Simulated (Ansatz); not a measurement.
The relaxed structure here is a generated cell of VO2: the first start was made by a random draw of sites in a space group, and the end was not matched to a known phase here, so it may be hypothetical. Known forms of VO2 include space group No. 136.

The end point of a relaxation of VO₂. Space group Pn-3m (No. 224), AFLOW prototype A2B_cP6_224_b_a (C3, as in Cu2O). These are PBEsol (plane waves to 420 eV, PAW, scalar-relativistic; Ansatz, an electronic-structure program) values and carry that method's errors.

```xyz
6
Lattice="4.0978 0.0000 0.0000 0.0000 4.0978 0.0000 0.0000 0.0000 4.0978" Properties=species:S:1:pos:R:3 pbc="T T T"
O      1.0244     3.0733     3.0733
O      1.0244     1.0244     1.0244
O      3.0733     1.0244     3.0733
O      3.0733     3.0733     1.0244
V      0.0000     0.0000     0.0000
V      2.0489     2.0489     2.0489
```

**Question.** What is the computed magnetic moment (PBEsol)?

**Answer.** Net 0.32 μB/atom, ferromagnetic.

Spin state reached: ferromagnetic (net 0.32 μB/atom), from parallel starting moments; other spin orders were not run from this start. No Hubbard U is applied.

The run could not lose the symmetry of its start, so the end can be a saddle point.
